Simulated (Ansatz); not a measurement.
## Perovskite alloy of SrTiO3 and SrZrO3 (6 of 8 Ti sites exchanged), 40 atoms

Ansatz, PAW, plane waves. PBEsol relaxation of volume and atoms (shape held) at the single k point (¼, ¼, ¼) without its symmetry partners; single points on the relaxed atoms at the single k point (¼, ¼, ¼) without its symmetry partners, onto which points of the small cell's zone fold. Arrangement: random. No spin–orbit coupling unless named.

Relaxed structure:

```
CELL_PARAMETERS angstrom
8.07960 0.00000 0.00000
0.00000 8.07960 0.00000
0.00000 0.00000 8.07960
ATOMIC_POSITIONS crystal
Sr 0.00958 0.98812 0.00033
Sr 0.97976 0.00756 0.50085
Sr 0.99846 0.48310 0.99950
Sr 0.98131 0.51470 0.49884
Sr 0.51939 0.98516 0.00157
Sr 0.50226 0.01673 0.50090
Sr 0.52095 0.49221 0.99957
Sr 0.49116 0.51168 0.50012
Zr 0.25036 0.24990 0.25022
Zr 0.25036 0.24992 0.75021
Zr 0.25034 0.74991 0.25023
Zr 0.25038 0.74991 0.75022
Zr 0.75037 0.24990 0.25021
Zr 0.75036 0.74991 0.75021
Ti 0.75036 0.24991 0.75020
Ti 0.75033 0.74988 0.25019
O 0.27511 0.30731 0.00000
O 0.22560 0.19248 0.50041
O 0.20379 0.71029 0.00044
O 0.29700 0.78950 0.50002
O 0.71491 0.23602 0.99277
O 0.78581 0.26378 0.50767
O 0.78010 0.77303 0.00770
O 0.72067 0.72676 0.49277
O 0.99939 0.21851 0.21238
O 0.99158 0.22232 0.78342
O 0.99130 0.77979 0.28482
O 0.99925 0.78251 0.71106
O 0.50136 0.28135 0.28800
O 0.50913 0.27751 0.71701
O 0.50952 0.72003 0.21566
O 0.50151 0.71732 0.78944
O 0.28069 0.99955 0.19929
O 0.28050 0.00012 0.80178
O 0.22012 0.50028 0.30117
O 0.22023 0.49970 0.69864
O 0.72074 0.99272 0.27020
O 0.72139 0.00733 0.73054
O 0.78005 0.50710 0.23026
O 0.77931 0.49249 0.76991
```

(1) What are the mean bond lengths by pair (pairs within 1.2 times the sum of covalent radii, less contacts 15 % beyond the pair's median; cation–cation pairs of compounds aside; long ionic contacts are cut short by that bound)?

(2) What gap lies between the top filled and the lowest empty level in the single points?

Results:

(1) O–Sr 2.740 ± 0.189 Å (standard deviation, 74 bonds); O–Ti 1.982 ± 0.002 Å (standard deviation, 12 bonds); O–Zr 2.084 ± 0.020 Å (standard deviation, 36 bonds).

(2) r²SCAN 3.70 eV (41 s on 2 threads of EPYC 7R13). Away from Γ this isn't the crystal's band gap.
